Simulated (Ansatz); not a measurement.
The slice is one period of a {100} plane through atoms; its size isn't given.

Method: PBE (plane waves to 420 eV, PAW, scalar-relativistic; Ansatz, an electronic-structure program). These are valence fields of a PAW run, semicore shells included where kept as valence: close to a nucleus they are smooth pseudo fields.

```
|998754210000000001245789|
|988653210000000001235688|
|776542100000000000124567|
|655432100000000000123455|
|443221000011111000012234|
|222110001122222110001122|
|111000012234443221000011|
|000000123455655432100000|
|000000124567776542100000|
|000001235688988653210000|
|000001245789998754210000|
|000001246799999764210000|
|000001245789998754210000|
|000001235688988653210000|
|000000124567776542100000|
|000000123455655432100000|
|111000012234443221000011|
|222110001122222110001122|
|443221000011111000012234|
|655432100000000000123455|
|776542100000000000124567|
|988653210000000001235688|
|998754210000000001245789|
|999764210000000001246799|
```
Scale: ten equal steps from -0.91 (start of '0') to 0.89 (end of '9'), in the order '0123456789'. Values: log₁₀ of the valence density in e/Å³. The map has 24 points along u (one character each, u = 0 at the left) and 24 along v (v = 0 in the bottom row). The scale is logarithmic, as a density can span decades between atoms and voids.

```
|xxx@@%+:         :+%@@xx|
|xxx@@%=.         .=%@@xx|
|x@@@@*-           -*@@@@|
|@@@@#=.           .=#@@@|
|@%%*=:    .:::.    :=*%%|
|*+=-.   .-=+*+=-.   .-=+|
|::.    :=*%%@%%*=:    .:|
|      .=#@@@@@@@#=.     |
|      -*@@@@x@@@@*-     |
|     .=%@@xxxxx@@%=.    |
|     :+%@@xxxxx@@%+:    |
|     :*@@xxxxxxx@@*:    |
|     :+%@@xxxxx@@%+:    |
|     .=%@@xxxxx@@%=.    |
|      -*@@@@x@@@@*-     |
|      .=#@@@@@@@#=.     |
|::.    :=*%%@%%*=:    .:|
|*+=-.   .-=+*+=-.   .-=+|
|@%%*=:    .:::.    :=*%%|
|@@@@#=.           .=#@@@|
|x@@@@*-           -*@@@@|
|xxx@@%=.         .=%@@xx|
|xxx@@%+:         :+%@@xx|
|xxxx@@*:         :*@@xxx|
```
Scale: ten equal steps from 0.05 (start of ' ') to 0.82 (end of '@'), in the order ' .:-=+*#%@'. Values: electron localisation function (ELF). The map has 24 points along u (one character each, u = 0 at the left) and 24 along v (v = 0 in the bottom row). Points within 0.5 Å of a nucleus are blanked (x), as the pseudised field means little there.

Task: Which relaxed crystal do these maps come from?
(A) HfO₂ (fluorite)
(B) Mg₂Ge (anti-fluorite)
(C) CeO₂ (fluorite)

Result: C, CeO₂ (fluorite). Atoms on the slice: O at (0.50, 0.50); O at (0.00, 0.00)

All were relaxed with their symmetry unable to fall. CeO2 is run without spin polarisation. HfO2 is run without spin polarisation. Spin-orbit coupling is left out. This is a high-temperature form of HfO2. The f-shell state is unchecked: a lower one may exist. (This holds for the magnetic or f-shell members.)
